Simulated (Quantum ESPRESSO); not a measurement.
**Band energies of SrAlSiH at +2 % isotropic strain**

```
CELL_PARAMETERS angstrom
      4.29106     0.00000     0.00000
     -2.14553     3.71617     0.00000
      0.00000     0.00000     4.88134
ATOMIC_POSITIONS crystal
  H  0.66667 0.33333 0.10254
  Al 0.66667 0.33333 0.46412
  Si 0.33333 0.66667 0.55306
  Sr 0.00000 0.00000 0.00328
```

PBEsol (Quantum ESPRESSO, PseudoDojo norm-conserving, 72 Ry, no spin-orbit coupling); path ΓMKΓALHA,LM,KH; energies in eV from the valence-band maximum.

```
k (1/Å)  point  band 5  band 6  band 7  band 8  band 9  band 10  band 11  band 12
-------  -----  ------  ------  ------  ------  ------  -------  -------  -------
0.00         Γ   -9.33   -4.29   -1.33   -0.82   -0.82     1.21     2.74     2.74
0.53             -8.35   -5.20   -2.74   -1.41   -0.93     0.88     2.34     3.08
0.85         M   -7.40   -6.31   -3.05   -1.61   -0.68     0.49     2.12     2.78
1.09             -7.26   -6.25   -3.25   -2.34   -0.63     1.01     2.23     3.05
1.33         K   -6.99   -6.30   -3.68   -2.52   -0.67     0.97     2.72     3.60
1.66             -7.90   -5.55   -2.94   -2.39   -0.75     1.50     2.18     2.84
2.20             -9.29   -4.31   -1.32   -1.07   -0.86     1.48     2.54     2.82
2.31         Γ   -9.33   -4.29   -1.33   -0.82   -0.82     1.21     2.74     2.74
2.74             -8.86   -5.48   -0.53   -0.53   -0.35     1.75     1.75     1.75
2.95         A   -8.65   -5.86   -0.41   -0.41    0.00     1.57     1.57     1.72
3.27             -8.41   -5.56   -2.36   -1.11   -0.67     1.46     2.62     3.02
3.80         L   -7.46   -5.62   -4.03   -1.92   -1.56     1.15     3.22     4.60
4.29         H   -7.04   -6.02   -3.85   -2.95   -1.25     2.01     4.08     4.61
4.38             -7.11   -5.94   -3.86   -2.90   -1.27     2.09     3.83     4.54
4.82             -8.18   -5.37   -3.11   -1.77   -0.95     2.04     2.88     3.23
5.26         A   -8.65   -5.86   -0.41   -0.41    0.00     1.57     1.57     1.72
5.26         L   -7.46   -5.62   -4.03   -1.92   -1.56     1.15     3.22     4.60
5.63             -7.43   -6.09   -3.40   -1.74   -1.00     0.49     2.55     3.47
5.91         M   -7.40   -6.31   -3.05   -1.61   -0.68     0.49     2.12     2.78
5.91         K   -6.99   -6.30   -3.68   -2.52   -0.67     0.97     2.72     3.60
6.01             -6.99   -6.28   -3.64   -2.64   -0.72     1.17     2.86     3.64
6.55         H   -7.04   -6.02   -3.85   -2.95   -1.25     2.01     4.08     4.61
```

The PBEsol gap is 0.42 eV; at least one edge lies off the plotted path, at a point of the SCF mesh. The smallest direct gap is 1.18 eV.

Geometry strained from the cell relaxed with PBEsol, atoms relaxed again.

The structure is a Materials Project entry; no match was found in the copy of COD used, and its stability was not checked.
